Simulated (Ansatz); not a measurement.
Input file for Ansatz (an electronic-structure program):

Ansatz 0.2 input:
```yaml
crystal:
  lattice:
    - [3.8127320751, 0.0, 0.0]
    - [-1.9063660376, 3.3019228349, 0.0]
    - [0.0, 0.0, 6.4586575149]
  atoms:
    - { symbol: Hf, position: [0.3333333333, 0.6666666667, 0.0300548455] }
    - { symbol: Te, position: [0.0, 0.0, 0.7414627226] }
    - { symbol: S, position: [0.6666666667, 0.3333333333, 0.228482432] }
kpoints:
  mp_grid: { grid: [8, 8, 5] }
hamiltonian:
  xc: r2scan
  dispersion: d4
  pseudopotentials: { kind: paw }
scf:
  occupations: { method: fixed }
checkpoint: { read: static.run }
output: { write_density: true, elf: true, volumetric_format: npy }
basis: { fft_grid_basis: typed }
```

Output (shortened):

```
Pseudopotential: Hf, paw, valence charge 26
Pseudopotential: Te, paw, valence charge 16
Pseudopotential: S, paw, valence charge 6
Functional definition: r2SCAN
Crystal: 3 atoms, lattice volume = 81.310 Å³
Basis set: ecut = 500 eV, 2033 PW (Γ), exchange–correlation on 120×120×192 points (64 copies of the dense FFT grid, shifted against one another)
Bands: 29, of which v1, the nominal top of the filled ones, is band 24 counted from 1 (23 counted from 0)
Symmetry: 6 space group operations
Space group: P3m1 (ITA 156), of the structure as read, at distance tolerance 4.3e-5 Å
k-points: 40 of 320 (time reversal used)
Stability of the state it starts from, as read at its close in the unpolarized treatment …
iter 1 solved again at ethr=2.91e-7 eV; its pass at ethr=3.10e-3 eV (dr2=1.40e-4 eV) is discarded
SCF iter   1: F=—  HF=-23638.156714 eV  |F-HF|=—  |Δ(HF+E_count)|=         —  Δρ=1.01e-6  dr2=6.72e-10  dr2_τ=8.67e-11  ethr=2.91e-7  ⟨swp⟩=3.6  Hψ=7127  notcnv=0  defer=120
preconditioner: auto → Resta (q_TF=auto, 2.499 Å⁻¹)
SCF iter   2: F=—  HF=-23638.156710 eV  |F-HF|=—  |Δ(HF+E_count)|=   3.40e-6  Δρ=4.74e-7  dr2=1.34e-10  dr2_τ=7.67e-11  ethr=1.40e-12  ⟨swp⟩=11.1  Hψ=6319  notcnv=0
SCF iter   3: F=-23638.156710 eV  HF=-23638.156710 eV  |F-HF|=1.09e-11  |Δ(HF+E_count)|=  6.55e-11  Δρ=2.98e-7  dr2=4.66e-11  dr2_τ=1.11e-11  ethr=1.00e-12  ⟨swp⟩=1.0  Hψ=2721  notcnv=0
SCF 1 converged in 3 iterations: F = -23638.156710 eV  dr2 = 4.66e-11
SCF converged after 3 iterations
Free energy (F): -23638.156710 eV
Harris-Foulkes:  -23638.156710 eV  (|F-HF|=1.09e-11)
Internal energy: -23638.156710 eV  (E = F + TS)
E sigma→0 (E₀):  -23638.156710 eV
Fermi energy:    10.431452 eV
--- Per-component energies (eV) ---
  E_band       = -482.721949
  E_kinetic    = 708.209311
  E_local      = -9376.676523  (includes V_loc(G=0)·N_el)
  E_nonlocal   = -1530.546665
  E_hartree    = 4581.041930
  E_xc         = -490.166202
  E_vxc        = -498.869088  (∫ρ·V_xc dr)
  E_paw        = -12246.898259  (= ΣΔE_a)
  E_vpaw       = 1027.596707  (= ΣTr[D̂ρ^β])
  E_aug_tail   = -0.000040  (compensation charges beyond the density's cutoff)
  E_vtau       = 25.480772  (kinetic-family band-sum trace: ∫τ·v_τ [+ j·A + Jᵃ·Aᵃ] dr)
  E_ewald      = -5283.287107
  E_disp       = -0.329765  (pairwise vdW)
  E_core_change = 0.496611  (= ΣΔE_core)
  E_smearing   =  0.000000  (= −TS)
  E_closure    = 0.000000  (closes the sum)
  Σ components = -23638.156710   (vs F -23638.156710, Δ=0.00e0)
  [band-id]    e_kinetic+e_local+e_nonlocal+2·e_hartree+e_vxc+e_vpaw+e_augmentation_tail+e_vtau = -482.721666   (vs E_band -482.721949, Δ=2.83e-4)
--- Band table (eV; the first three rows and the last of 40) ---
  k-point 0: bands = ["-54.6636", "-26.8440", "-26.8440", "-26.8192", "-26.8192", "-26.8066", "-22.6435", "-22.5967", "-22.5967", "-4.1788", "-3.1016", "-3.0849", "-3.0849", "-3.0789", "-3.0761", "-3.0761", "-3.0644", "-1.4969", "4.6095", "6.2798", "6.2798", …
  k-point 1: bands = ["-54.6636", "-26.8440", "-26.8440", "-26.8192", "-26.8192", "-26.8066", "-22.6436", "-22.5967", "-22.5967", "-4.1564", "-3.1014", "-3.0849", "-3.0849", "-3.0789", "-3.0760", "-3.0760", "-3.0595", "-1.5731", "4.8864", "6.2859", "6.2859", …
  k-point 2: bands = ["-54.6636", "-26.8440", "-26.8440", "-26.8192", "-26.8192", "-26.8066", "-22.6436", "-22.5967", "-22.5967", "-4.1185", "-3.1012", "-3.0849", "-3.0849", "-3.0789", "-3.0760", "-3.0760", "-3.0501", "-1.6956", "5.4939", "6.2958", "6.2958", …
  k-point 39: bands = ["-54.6600", "-26.8425", "-26.8387", "-26.8216", "-26.8195", "-26.8018", "-22.6948", "-22.6609", "-22.6111", "-3.4684", "-3.0965", "-3.0942", "-3.0868", "-3.0826", "-3.0801", "-3.0779", "-2.9314", "-0.4762", "4.9737", "5.5879", "5.9976", …
```

Cost: very roughly 15 core-seconds on shared cores.

The first step of the workflow began from a Materials Project structure, measured or hypothetical; the Crystallography Open Database copy checked does not list it. Its standing as an ambient phase is unchecked. The r²SCAN+D4 relaxation kept the symmetry of its start; its stability against distortions is not shown here. The run is not spin-polarised. Scalar-relativistic: spin–orbit coupling is off unless named, which matters more the heavier the elements.

Potentials: the later of the program's two PAW sets.

Ansatz is a plane-wave DFT program.
